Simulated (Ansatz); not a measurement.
Calculated with Ansatz: CeH$_{4}$N$_{2}$, relaxation

The command:

```bash
ansatz run input.yaml --threads 2 --pin off --max-ram 3584MiB --backend cpu --events-out ev --progress --plain --runs-dir out
```

Input:

```yaml
crystal:
  lattice:
    - [0.0, 5.405146, 0.0]
    - [5.405146, 0.0, 0.0]
    - [2.702573, 2.702573, -5.416037]
  atoms:
    - { symbol: Ce, position: [0.0, 0.0, 0.0] }
    - { symbol: Ce, position: [0.75, 0.25, 0.5] }
    - { symbol: "N", position: [0.2481, 0.2481, 0.5038] }
    - { symbol: "N", position: [0.9981, 0.4981, 0.0038] }
    - { symbol: "N", position: [0.5019, 0.0019, 0.9962] }
    - { symbol: "N", position: [0.7519, 0.7519, 0.4962] }
    - { symbol: H, position: [0.3079, 0.46489, 0.3842] }
    - { symbol: H, position: [0.21489, 0.5579, 0.8842] }
    - { symbol: H, position: [0.3079, 0.15091, 0.3842] }
    - { symbol: H, position: [0.90091, 0.5579, 0.8842] }
    - { symbol: H, position: [0.4421, 0.09909, 0.1158] }
    - { symbol: H, position: [0.53511, 0.6921, 0.6158] }
    - { symbol: H, position: [0.4421, 0.78511, 0.1158] }
    - { symbol: H, position: [0.84909, 0.6921, 0.6158] }
kpoints:
  mp_grid: { grid: [4, 4, 4], shift: [0, 0, 0] }
magnetization:
  spin_polarized: false
scf:
  occupations: { method: fermi_dirac }
  lower_state_search: "off"
hamiltonian:
  pseudopotentials: { kind: paw }
  xc: r2scan
basis:
  ecutwfc: 500
  fft_grid_basis: typed
relax:
  max_steps: 80
  cell: { p_target: 0.0 }
output:
  forces: true
  stress: true
  eigenvalues: true
  bader: true
  populations: true
  elf: true
  write_potential: true
  volumetric_format: npy
  dos:
    e_range: [-12, 8]
    de: 0.05
    projected: { site_lists: { Ce: [Ce], H: [H], "N": ["N"] } }
  write_density: true
checkpoint:
  read: saved_state
```

Origin of the cell: a known structure type with other elements, at an estimated volume, so it need not be a known compound.

The smearing width isn't typed, so it takes its default of 0.1 eV.

The saved state is a converged single point of the same cell.

Steps («new basis» is an SCF on plane waves selected anew at the same cell):

```csv
step,ΔF (meV/atom),max force component (eV/Å),P (GPa),volume (Å³),SCF iterations,step was
1,0.0,1.105,-6.84,158.23,11,accepted
2,-5.8,0.848,5.83,140.17,10,accepted
3,-28.9,0.288,-1.16,153.94,8,accepted
4,-29.8,0.136,-0.42,151.41,7,accepted
5,-29.9,0.023,0.01,151.31,5,accepted
6,-29.9,0.009,0.00,151.32,5,accepted
7,-29.7,0.008,0.00,151.32,7,new basis
```

Step 1, with forces in eV/Å:

```xyz
14
Lattice="0.000 5.405 0.000 5.405 0.000 0.000 2.703 2.703 -5.416" Properties=species:S:1:pos:R:3:forces:R:3 pbc="T T T" step=1
Ce    0.000    0.000    0.000    0.000    0.000    0.000
Ce    2.703    5.405   -2.708    0.000    0.000    0.000
N     2.703    2.703   -2.729    0.000    0.000    0.682
N     2.703    5.405   -0.021    0.000    0.000    0.682
N     2.703    5.405   -5.395    0.000    0.000   -0.682
N     5.405    5.405   -2.687    0.000    0.000   -0.682
H     3.551    2.703   -2.081   -1.105    0.000   -0.663
H     5.405    3.551   -4.789    0.000   -1.105   -0.663
H     1.854    2.703   -2.081    1.105    0.000   -0.663
H     5.405    7.259   -4.789    0.000    1.105   -0.663
H     0.849    2.703   -0.627   -1.105    0.000    0.663
H     5.405    4.557   -3.335    0.000    1.105    0.663
H     4.557    2.703   -0.627    1.105    0.000    0.663
H     5.405    6.254   -3.335    0.000   -1.105    0.663
```

Step 2, with forces in eV/Å:

```xyz
14
Lattice="0.000 5.159 0.000 5.159 0.000 0.000 2.579 2.579 -5.268" Properties=species:S:1:pos:R:3:forces:R:3 pbc="T T T" step=2
Ce    0.000    0.000    0.000    0.000    0.000    0.000
Ce    2.579    5.159   -2.634    0.000    0.000    0.000
N     2.579    2.579   -2.843    0.000    0.000    0.848
N     2.579    5.159   -0.209    0.000    0.000    0.848
N     2.579    5.159   -5.058    0.000    0.000   -0.848
N     5.159    5.159   -2.425    0.000    0.000   -0.848
H     3.393    2.579   -2.190   -0.077    0.000    0.013
H     5.159    3.393   -4.824    0.000   -0.077    0.013
H     1.766    2.579   -2.190    0.077    0.000    0.013
H     5.159    6.924   -4.824    0.000    0.077    0.013
H     0.813    2.579   -0.444   -0.077    0.000   -0.013
H     5.159    4.345   -3.078    0.000    0.077   -0.013
H     4.345    2.579   -0.444    0.077    0.000   -0.013
H     5.159    5.972   -3.078    0.000   -0.077   -0.013
```

Step 3, with forces in eV/Å:

```xyz
14
Lattice="0.000 5.274 0.000 5.274 0.000 0.000 2.637 2.637 -5.535" Properties=species:S:1:pos:R:3:forces:R:3 pbc="T T T" step=3
Ce    0.000    0.000    0.000    0.000    0.000    0.000
Ce    2.637    5.274   -2.767    0.000    0.000    0.000
N     2.637    2.637   -2.948    0.000    0.000    0.288
N     2.637    5.274   -0.181    0.000    0.000    0.288
N     2.637    5.274   -5.354    0.000    0.000   -0.288
N     5.274    5.274   -2.586    0.000    0.000   -0.288
H     3.453    2.637   -2.298   -0.192    0.000   -0.120
H     5.274    3.453   -5.066    0.000   -0.192   -0.120
H     1.821    2.637   -2.298    0.192    0.000   -0.120
H     5.274    7.095   -5.066    0.000    0.192   -0.120
H     0.816    2.637   -0.469   -0.192    0.000    0.120
H     5.274    4.458   -3.236    0.000    0.192    0.120
H     4.458    2.637   -0.469    0.192    0.000    0.120
H     5.274    6.090   -3.236    0.000   -0.192    0.120
```

Step 4, with forces in eV/Å:

```xyz
14
Lattice="0.000 5.258 0.000 5.258 0.000 0.000 2.629 2.629 -5.476" Properties=species:S:1:pos:R:3:forces:R:3 pbc="T T T" step=4
Ce    0.000    0.000    0.000    0.000    0.000    0.000
Ce    2.629    5.258   -2.738    0.000    0.000    0.000
N     2.629    2.629   -2.883    0.000    0.000    0.136
N     2.629    5.258   -0.145    0.000    0.000    0.136
N     2.629    5.258   -5.331    0.000    0.000   -0.136
N     5.258    5.258   -2.593    0.000    0.000   -0.136
H     3.441    2.629   -2.234   -0.084    0.000   -0.077
H     5.258    3.441   -4.972    0.000   -0.084   -0.077
H     1.817    2.629   -2.234    0.084    0.000   -0.077
H     5.258    7.076   -4.972    0.000    0.084   -0.077
H     0.812    2.629   -0.504   -0.084    0.000    0.077
H     5.258    4.447   -3.242    0.000    0.084    0.077
H     4.447    2.629   -0.504    0.084    0.000    0.077
H     5.258    6.070   -3.242    0.000   -0.084    0.077
```

Step 5, with forces in eV/Å:

```xyz
14
Lattice="0.000 5.252 0.000 5.252 0.000 0.000 2.626 2.626 -5.485" Properties=species:S:1:pos:R:3:forces:R:3 pbc="T T T" step=5
Ce    0.000    0.000    0.000    0.000    0.000    0.000
Ce    2.626    5.252   -2.742    0.000    0.000    0.000
N     2.626    2.626   -2.893    0.000    0.000    0.023
N     2.626    5.252   -0.150    0.000    0.000    0.023
N     2.626    5.252   -5.335    0.000    0.000   -0.023
N     5.252    5.252   -2.592    0.000    0.000   -0.023
H     3.436    2.626   -2.246    0.004    0.000   -0.010
H     5.252    3.436   -4.988    0.000    0.004   -0.010
H     1.817    2.626   -2.246   -0.004    0.000   -0.010
H     5.252    7.069   -4.988    0.000   -0.004   -0.010
H     0.810    2.626   -0.497    0.004    0.000    0.010
H     5.252    4.443   -3.239    0.000   -0.004    0.010
H     4.443    2.626   -0.497   -0.004    0.000    0.010
H     5.252    6.062   -3.239    0.000    0.004    0.010
```

Step 7, with forces in eV/Å:

```xyz
14
Lattice="0.000 5.253 0.000 5.253 0.000 0.000 2.626 2.626 -5.484" Properties=species:S:1:pos:R:3:forces:R:3 pbc="T T T" step=7
Ce    0.000    0.000    0.000    0.000    0.000    0.000
Ce    2.626    5.253   -2.742    0.000    0.000    0.000
N     2.626    2.626   -2.891    0.000    0.000    0.008
N     2.626    5.253   -0.149    0.000    0.000    0.008
N     2.626    5.253   -5.335    0.000    0.000   -0.008
N     5.253    5.253   -2.593    0.000    0.000   -0.008
H     3.436    2.626   -2.245    0.003    0.000   -0.004
H     5.253    3.436   -4.987    0.000    0.003   -0.004
H     1.816    2.626   -2.245   -0.003    0.000   -0.004
H     5.253    7.069   -4.987    0.000   -0.003   -0.004
H     0.810    2.626   -0.497    0.003    0.000    0.004
H     5.253    4.443   -3.239    0.000   -0.003    0.004
H     4.443    2.626   -0.497   -0.003    0.000    0.004
H     5.253    6.063   -3.239    0.000    0.003    0.004
```

- Free energy lowered by: 29.7 meV/atom
- Volume change: -4.37 %
- Final pressure: 0.00 GPa
- Relaxation steps listed: 7

Caveats: f shells without a U or exact exchange are poorly placed; no spin polarisation, so a magnetic state may lie lower; no spin-orbit coupling, though heavy elements are present; the k mesh is coarse if the cell is a metal; the relaxation held the start's symmetry, so the end may be a saddle point.

The run took 3.1 min on 2 threads of Arm Neoverse V1, with other jobs on the host, peak memory 0.88 GiB, from a saved density.
